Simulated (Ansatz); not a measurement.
**A plane-wave run on Lu2Pd2Pb**

Input file of Ansatz 0.2.0:

```yaml
crystal:
  lattice:
    - [7.5970045, 0.0, 0.0]
    - [0.0, 7.5970045, 0.0]
    - [0.0, 0.0, 3.51547853]
  atoms:
    - { symbol: Pd, position: [0.3717, 0.8717, 0.0] }
    - { symbol: Pd, position: [0.1283, 0.3717, 0.0] }
    - { symbol: Pd, position: [0.6283, 0.1283, 0.0] }
    - { symbol: Pd, position: [0.8717, 0.6283, 0.0] }
    - { symbol: Lu, position: [0.1684, 0.6684, 0.5] }
    - { symbol: Lu, position: [0.3316, 0.1684, 0.5] }
    - { symbol: Lu, position: [0.8316, 0.3316, 0.5] }
    - { symbol: Lu, position: [0.6684, 0.8316, 0.5] }
    - { symbol: Pb, position: [0.0, 0.0, 0.0] }
    - { symbol: Pb, position: [0.5, 0.5, 0.0] }
  symmetry: { tolerance: 0.0003 }
kpoints:
  mp_grid: { grid: [4, 4, 7], shift: [0, 0, 0] }
  band_path:
    path:
      - [0.0, 0.0, 0.0]
      - [0.0, 0.5, 0.0]
      - [0.5, 0.5, 0.0]
      - [0.0, 0.0, 0.0]
      - [0.0, 0.0, 0.5]
      - [0.0, 0.5, 0.5]
      - [0.5, 0.5, 0.5]
      - [0.0, 0.0, 0.5]
      - [0.0, 0.5, 0.0]
      - [0.0, 0.5, 0.5]
      - [0.5, 0.5, 0.0]
    npoints: 6
magnetization:
  spin_polarized: false
scf:
  occupations: { method: fermi_dirac, width: 0.0109 }
  lower_state_search: "off"
  max_iter: 200
hamiltonian:
  pseudopotentials: { kind: paw }
  xc: pbesol
basis:
  ecutwfc: 420
  fft_grid_basis: typed
output:
  forces: true
  stress: true
  eigenvalues: true
  bader: true
  populations: true
  elf: true
  write_potential: true
  volumetric_format: npy
  dos:
    e_range: [-12, 8]
    de: 0.05
    projected: { site_lists: { Lu: [Lu], Pb: [Pb], Pd: [Pd] } }
checkpoint:
  read: saved_state
```

The saved state is an earlier solution for the same cell, perhaps on another mesh. 

Output (shortened):

```
Lu: projections on atomic orbitals take those of the free atom [Kr 4d10] 4f14 5s2 5p6 5d1 6s2, of charge +0.00 (hamiltonian.pseudopotentials.projection_atoms); the dataset's partial waves leave at most 5.1e-5 of an orbital's norm unspanned inside its sphere
Pseudopotentials: kind: paw
Pseudopotential: Pd, paw, valence charge 18, recommended cutoff 420 eV (normal), Pd.paw.azcp
Pseudopotential: Lu, paw, valence charge 25, recommended cutoff 420 eV (normal), Lu.paw.azcp
Pseudopotential: Pb, paw, valence charge 14, recommended cutoff 420 eV (normal), Pb.paw.azcp
Functional definition: PBEsol
  exchange = pbesol_x
  correlation = pbesol_c
Crystal: 10 atoms, lattice volume = 202.894 Å³
Basis set: ecut = 420 eV, 3931 PW (Γ), exchange–correlation on 108×108×48 points (8 copies of the dense FFT grid, shifted against one another)
Bands: 120, of which v1, the nominal top of the filled ones, is band 100 counted from 1 (99 counted from 0)
Symmetry: 16 space group operations
Space group: P4/mbm (ITA 127), of the structure as read, at distance tolerance 1.8e-3 Å
k-points: 24 of 112
Initial density: read from a saved state, or passed on in memory by an earlier SCF of this step, an earlier step, the calling program or the single point that the run made first
Functional: x = pbesol(κ = 0.804, μ = 0.1235), c = pbesol(β = 0.046)
Free energy (F): -109590.5623 eV
Harris-Foulkes:  -109590.5623 eV  (|F-HF|=9.43e-9)
Internal energy: -109590.5593 eV  (E = F + TS)
E sigma→0 (E₀):  -109590.5608 eV
Entropy (-TS):   -0.0029 eV (-0.293 meV/atom)
Fermi energy:    17.4205 eV
--- Per-component energies (eV) ---
  E_band       = -323.9813
  E_kinetic    = 4338.0743
  E_local      = -36020.4155  (includes V_loc(G=0)·N_el)
  E_nonlocal   = 3905.8843
  E_hartree    = 15110.5533
  E_xc         = -1983.6963
  E_vxc        = -2152.8633  (∫ρ·V_xc dr)
  E_paw        = -64284.7638  (= ΣΔE_a)
  E_vpaw       = -615.7580  (= ΣTr[D̂ρ^β])
  E_aug_tail   = 0.0011  (compensation charges beyond the density's cutoff)
  E_ewald      = -30662.2998
  E_core_change = 6.1030  (= ΣΔE_core)
  E_smearing   = -0.0029  (= −TS)
--- Stress (GPa, compression-positive) ---
        3.0363       0.0000       0.0000
        0.0000       3.0363       0.0000
        0.0000       0.0000       2.3718
  P = ⅓ Tr σ = 2.8148 GPa (28.148 kbar)
--- Löwdin populations: 10 sites ---
  site symbol       q [e]
     0     Pd     17.2535
     1     Pd     17.2535
     2     Pd     17.2535
     3     Pd     17.2535
     4     Lu     25.1865
     5     Lu     25.1865
     6     Lu     25.1865
     7     Lu     25.1865
     8     Pb     14.5242
     9     Pb     14.5242
  spilling = 0.0060 (of n_electrons = 200.0000)
--- Bader charges: 10 sites ---
  site symbol  charge [e]  shift [e]
     0     Pd     -1.2612     0.0000
     1     Pd     -1.2612     0.0000
     2     Pd     -1.2612     0.0000
     3     Pd     -1.2612     0.0000
     4     Lu      1.5085     0.0000
     5     Lu      1.5085     0.0000
     6     Lu      1.5085     0.0000
     7     Lu      1.5085     0.0000
     8     Pb     -0.4947     0.0000
     9     Pb     -0.4947     0.0000
```

Origin: a database entry at a rescaled volume.
